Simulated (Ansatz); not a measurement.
Phonons of a relaxed structure of AlN by density-functional perturbation theory (low response-accuracy setting, no LO–TO term) at Γ and zone-boundary points with q components 0 or ½ of the primitive reciprocal vectors. Level of theory: PBE (plane waves to 420 eV, PAW, scalar-relativistic; Ansatz, a program for electronic structure). Γ-centred k-mesh 10×10×4, Fermi–Dirac smearing 0.05 eV.

```
CELL_PARAMETERS angstrom
      3.12082     0.00000     0.00000
     -1.56041     2.70271     0.00000
      0.00000     0.00000    10.11163
ATOMIC_POSITIONS crystal
  Al 0.00000 0.00000 0.50141
  Al 0.00000 0.00000 0.00141
  Al 0.66667 0.33333 0.25033
  Al 0.33333 0.66667 0.75033
  N  0.00000 0.00000 0.31194
  N  0.00000 0.00000 0.81194
  N  0.66667 0.33333 0.06195
  N  0.33333 0.66667 0.56195
```

Space group P6₃mc (No. 186), AFLOW prototype AB_hP8_186_ab_ab (B5, as in SiC).

```tsv
q	wavenumbers (cm⁻¹; i marks imaginary)
Γ	0 (×3), 163 (×2), 171 (×2), 231 (×2), 345, 354, 548, 619, 629 (×2), 632 (×2), 638 (×2), 641 (×2), 707, 803, 813
M (½, 0, 0)	224, 250, 269, 290, 292, 333, 357, 374, 496 (×2), 557, 573, 622, 629 (×2), 634, 640, 645, 648, 671, 703, 704, 718, 720
A (0, 0, ½)	92 (×4), 183 (×2), 215 (×4), 484 (×2), 631 (×4), 640 (×4), 748 (×2), 850 (×2)
L (½, 0, ½)	248 (×2), 275 (×2), 323 (×2), 343 (×2), 529 (×2), 537 (×2), 631 (×4), 643 (×2), 655 (×2), 706 (×2), 718 (×2)
```

**Question.** What do these wavenumbers say about the structure?

**Answer.** No instability shows at these points (nothing beyond 15i cm⁻¹, the threshold used here). Other wavevectors were not sampled, so this does not prove stability.

No spin polarisation in the result.

The first start was generated by placing the elements on the sites of a structure type. A measured structure of AlN has the same space group, P6₃mc (No. 186); the sites were not compared with it.
